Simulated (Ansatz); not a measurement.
Fields on a plane of Ca3PbO (anti-perovskite)

```xyz
5
Lattice="4.7281 0.0000 0.0000 0.0000 4.7281 0.0000 0.0000 0.0000 4.7281" Properties=species:S:1:pos:R:3 pbc="T T T"
Ca     2.3641     0.0000     2.3641
Ca     0.0000     2.3641     2.3641
Ca     2.3641     2.3641     0.0000
Pb     0.0000     0.0000     0.0000
O      2.3641     2.3641     2.3641
```

The slice is a {210} plane (indices of the conventional cell) through the point (0.500, 0.500, 0.500) (fractional), spanned by u = [100] and v = [021] in vectors of this cell: u (4.73 Å) and v (10.57 Å, at 90° to u). It covers one period; positions are fractions (u, v).

Atoms on it: Ca at (0.50, 0.00); Ca at (0.00, 0.50); O at (0.00, 0.00).

Method: LDA (plane waves to 420 eV, PAW, scalar-relativistic; Ansatz, a quantum-chemistry and plane-wave program). k mesh 10×10×10. Inside the PAW spheres the values are not all-electron values, and peaks at nuclei hang on which shells count as valence. At this level the bands of Ca3PbO touch or barely overlap. Ca3PbO was relaxed with its symmetry unable to fall. Spin-orbit coupling is left out, though Pb is heavy.

```
|@%+--*%@%*--+%|
|*+=::=*#*=::=+|
|--:. .---. .:-|
|:..   ...   ..|
|:..   ...   ..|
|::.....:.....:|
|::...:::::...:|
|....::---::...|
|  ..:-===-:.. |
|   .:-===-:.  |
|   .:--=--:.  |
|   ..::-::..  |
|--:...:::...:-|
|#*=. ..... .=*|
|@%*-       -*%|
|@@#-       -#@|
|@%*-       -*%|
|#*=. ..... .=*|
|--:...:::...:-|
|   ..::-::..  |
|   .:--=--:.  |
|   .:-===-:.  |
|  ..:-===-:.. |
|....::---::...|
|::...:::::...:|
|::.....:.....:|
|:..   ...   ..|
|:..   ...   ..|
|--:. .---. .:-|
|*+=::=*#*=::=+|
|@%+--*%@%*--+%|
|@@*--#@@@#--*@|
```
Scale: ten equal steps from -1.25 (start of ' ') to 0.88 (end of '@'), in the order ' .:-=+*#%@'. Values: log₁₀ of the valence density in e/Å³. The map has 14 points along u (one character each, u = 0 at the left) and 32 along v (v = 0 in the bottom row). The scale is logarithmic, as a density can span decades between atoms and voids.

```
|xxxx@@--..@@xxxxxx@@..--@@xx|
|@@@@%%::  ++@@@@@@++  ::%%@@|
|**++--..    ::==::    ..--++|
|                            |
|        ::====--====::      |
|::..  ..==**********==..  ..|
|::..  ..++**++++++**++..  ..|
|      --++++======++++--    |
|    ..++**==========**++..  |
|    --****==========****--  |
|    --****++======++****--  |
|      --****++++++****--    |
|==::    ==****++****==    ::|
|@@@@++  ..==++++++==..  ++@@|
|xxxx@@::  ::======::  ::@@xx|
|xxxx@@--  ..------..  --@@xx|
|xxxx@@::  ::======::  ::@@xx|
|@@@@++  ..==++++++==..  ++@@|
|==::    ==****++****==    ::|
|      --****++++++****--    |
|    --****++======++****--  |
|    --****==========****--  |
|    ..++**==========**++..  |
|      --++++======++++--    |
|::..  ..++**++++++**++..  ..|
|::..  ..==**********==..  ..|
|        ::====--====::      |
|                            |
|**++--..    ::==::    ..--++|
|@@@@%%::  ++@@@@@@++  ::%%@@|
|xxxx@@--..@@xxxxxx@@..--@@xx|
|xxxx@@--..@@xxxxxx@@..--@@xx|
```
Scale: ten equal steps from 0.04 (start of ' ') to 0.84 (end of '@'), in the order ' .:-=+*#%@'. Values: electron localisation function (ELF). The map has 14 points along u (two characters each, u = 0 at the left) and 32 along v (v = 0 in the bottom row). Points within 0.5 Å of a nucleus are blanked (x), as the pseudised field means little there.
